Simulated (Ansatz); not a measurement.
Input and command of a plane-wave DFT calculation in Ansatz:

```yaml
crystal:
  lattice:
    - [6.58713221, 0.0, 0.0]
    - [0.0, 4.06862214, 0.0]
    - [0.0, 0.0, 7.42380896]
  atoms:
    - { symbol: Sc, position: [0.00921442, 0.25, 0.69354111] }
    - { symbol: Sc, position: [0.50921442, 0.25, 0.80645889] }
    - { symbol: Sc, position: [0.99078558, 0.75, 0.30645889] }
    - { symbol: Sc, position: [0.49078558, 0.75, 0.19354111] }
    - { symbol: Si, position: [0.28258682, 0.25, 0.39227914] }
    - { symbol: Si, position: [0.78258682, 0.25, 0.10772086] }
    - { symbol: Si, position: [0.71741318, 0.75, 0.60772086] }
    - { symbol: Si, position: [0.21741318, 0.75, 0.89227914] }
    - { symbol: Pd, position: [0.17067159, 0.25, 0.07239903] }
    - { symbol: Pd, position: [0.67067159, 0.25, 0.42760097] }
    - { symbol: Pd, position: [0.82932841, 0.75, 0.92760097] }
    - { symbol: Pd, position: [0.32932841, 0.75, 0.57239903] }
basis:
  ecutwfc: 420
kpoints:
  mp_grid: { grid: [6, 10, 6] }
hamiltonian:
  xc: pbesol
scf:
  occupations: { method: gaussian, width: 0.1 }
output:
  forces: true
  stress: true
  eigenvalues: true
  write_density: true
  write_potential: true
  elf: true
  volumetric_format: npy
relax:
  adjacent_minimum: "off"
  f_tol: 0.005
  max_steps: 80
  cell: { stress_tol: 0.05 }
```

```bash
ansatz run input.yaml --threads 4 --pin off --max-ram 12288MiB --backend cpu --events-out ev --progress --plain --runs-dir out
```

Processor: Intel(R) Xeon(R) Platinum 8259CL CPU @ 2.50GHz (Skylake/Cascade Lake), 4 threads, on a host shared with other jobs.

Question: Estimate time, memory and problem size.

Answer: About 6.2 min on 4 threads of Intel(R) Xeon(R) Platinum 8259CL CPU @ 2.50GHz (Skylake/Cascade Lake), on a shared host, peak memory 1.5 GiB. It solves 80 bands at 96 k points (the mesh reduced by symmetry) with about 3769 plane waves (on the last cell), in 75 SCF iterations over 10 ionic steps.
